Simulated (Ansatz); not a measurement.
# BAs, first-principles data

BAs:
```
CELL_PARAMETERS angstrom
      3.42908     0.00000     0.00000
     -1.71454     2.96967     0.00000
      0.00000     0.00000     7.40282
ATOMIC_POSITIONS crystal
  B  0.00000 0.50000 0.33333
  B  0.50000 0.50000 0.66667
  B  0.50000 0.00000 0.00000
  As 0.00000 0.50000 0.83333
  As 0.50000 0.50000 0.16667
  As 0.50000 0.00000 0.50000
```

Space group P6_422 (No. 181); conventional cell a = b = 3.429 Å, c = 7.403 Å, α = β = 90.00°, γ = 120.00°.

Method: PBEsol in the plane-wave PAW code Ansatz. Structure relaxed to zero pressure with the same functional. Other levels are named where they apply.

**Cell and energy**

| Property | Result |
|---|---|
| Volume per atom | 12.56 Å³ |
| Density | 5.67 g/cm³ |
| Formation energy from the elements (no fitted shifts) | 0.38 eV/atom |

**Electronic structure**

| Item | Value |
|---|---|
| Band gap | 0.31 eV (indirect) |
| Valence-band maximum | at Γ |
| Conduction-band minimum | at M (3 equivalent valleys) |
| Smallest direct gap on the standard path | 2.10 eV |
| Electron effective mass | 0.19, 0.32, 0.32 mₑ (principal values) |
| Electron effective mass with spin–orbit coupling | 0.19, 0.32, 0.32 mₑ (principal values) |
| Hole effective mass | 0.20, 0.41, 0.41 mₑ (principal values) |
| HSE06 gap on the PBEsol cell | 0.90 eV |
| Gap with spin–orbit coupling | 0.30 eV |

**Mechanics**

| Property | Result |
|---|---|
| Bulk modulus (Birch–Murnaghan fit) | 147 GPa |
| Pressure derivative B′ | 4.2 |
| Elastic constants (relaxed ions, GPa) | C11 = 335, C12 = 39.9, C13 = 65.7, C33 = 313, C44 = 169 |
| Mechanical stability | stable (all eigenvalues of C positive) |
| Hill bulk and shear moduli | 147 and 150 GPa |
| Young's modulus | 336 GPa |
| Poisson's ratio | 0.12 |
| Debye temperature from the elastic constants | 722 K |
| Piezoelectric stress constants (proper, relaxed ions, C/m²) | e14 = 0.44, e25 = -0.44 |

**Dielectric response**

| Property | Value |
|---|---|
| Electronic dielectric constant ε∞ (DFPT) | 15.2 (xx = yy), 17.3 (zz) |
| Static dielectric constant ε0 (ions relaxed, cell fixed) | 15.4 (xx = yy), 17.3 (zz) |
| Born charges (a third of the trace) | B -0.25, As +0.25 e |

**Phonons**

| Property | Result |
|---|---|
| Highest zone-centre frequency (without LO–TO term) | 19.90 THz |
| Zone-centre stability | no imaginary mode at Γ |

The start of the workflow was typed in or built on a structure type; neither database checked (COD, Materials Project) lists it. It is not the phase usual at ambient conditions (space group No. 216). The cell was relaxed with PBEsol under the symmetry of its start. Its formation energy is positive at this level, so the cell may be metastable or incomplete. Signs of piezoelectric constants follow the polarity of the cell as given. The references are the lowest solids computed at this level, not always the standard phases. Spin–orbit coupling is left out wherever it is not named.

Potentials: the later of the program's two PAW sets.
